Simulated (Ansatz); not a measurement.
Ag (fcc, Cu type): scan of one atom of the cell

Starting cell, Ag (fcc, Cu type):

```
Ag
1.0
    4.14918     0.00000     0.00000
    0.00000     4.14918     0.00000
    0.00000     0.00000     4.14918
Ag
4
Cartesian
  0.00000   0.00000   0.00000
  2.07459   2.07459   0.00000
  2.07459   0.00000   2.07459
  0.00000   2.07459   2.07459
```

Scan: atom 1 (Ag, nearest neighbour Ag at 2.934 Å; its periodic images, 4.1 Å or more away, move with it) is displaced along Cartesian [111], direction (0.577, 0.577, 0.577) in Cartesian axes, by s. The other atoms stay.

All values below come from PBE (plane waves to 420 eV, PAW, scalar-relativistic; Ansatz, a first-principles code). k mesh 9×9×9 (Γ-centred), Fermi-Dirac smearing 0.05 eV. The energy includes the smearing's −TS. Compression counts positive. With partly filled bands, energies and forces of such displacements shift with the k mesh and the smearing. F∥ is the force on the atom along that direction. On this mesh the relaxed cell isn't quite at rest: it carries a pressure of -0.1 GPa (compression positive) at the zero of the scan. Ag was relaxed with its symmetry unable to fall. The PAW data are Ansatz's earlier set. The zero of ΔE is the undisplaced structure.

```json
[
 {"s (Å)": "-0.880", "ΔE (meV/cell)": "3218", "F∥ (eV/Å)": "10.643", "P (GPa)": "25.0"},
 {"s (Å)": "-0.704", "ΔE (meV/cell)": "1722", "F∥ (eV/Å)": "6.593", "P (GPa)": "14.3"},
 {"s (Å)": "-0.528", "ΔE (meV/cell)": "822", "F∥ (eV/Å)": "3.822", "P (GPa)": "7.3"},
 {"s (Å)": "-0.352", "ΔE (meV/cell)": "320", "F∥ (eV/Å)": "2.023", "P (GPa)": "3.0"},
 {"s (Å)": "-0.176", "ΔE (meV/cell)": "73", "F∥ (eV/Å)": "0.857", "P (GPa)": "0.6"},
 {"s (Å)": "0.000", "ΔE (meV/cell)": "0", "F∥ (eV/Å)": "0.000", "P (GPa)": "-0.1"},
 {"s (Å)": "0.176", "ΔE (meV/cell)": "73", "F∥ (eV/Å)": "-0.857", "P (GPa)": "0.6"},
 {"s (Å)": "0.352", "ΔE (meV/cell)": "320", "F∥ (eV/Å)": "-2.023", "P (GPa)": "3.0"},
 {"s (Å)": "0.528", "ΔE (meV/cell)": "822", "F∥ (eV/Å)": "-3.822", "P (GPa)": "7.3"},
 {"s (Å)": "0.704", "ΔE (meV/cell)": "1722", "F∥ (eV/Å)": "-6.593", "P (GPa)": "14.3"},
 {"s (Å)": "0.880", "ΔE (meV/cell)": "3218", "F∥ (eV/Å)": "-10.643", "P (GPa)": "25.0"}
]
```

Key numbers:

The energy at s = 0.880 Å comes out as 3218 meV/cell and the force along the line at s = -0.880 Å is 10.6 eV/Å. The force constant k = d²E/ds² at s = 0 (finite differences) comes out as 4.58 eV/Å². Symmetry of the curve: even: the same for both signs. Shape of the curve: a single well with its minimum at or next to zero displacement. Harmonic estimate at the end of the scan: ½ks² = 1773 meV/cell against the computed 3218 meV/cell, so the well is stiffer than harmonic there.

(A displaced cell: forces are minus the slopes of the energy, force constants its curvatures, and phonons follow from these.)
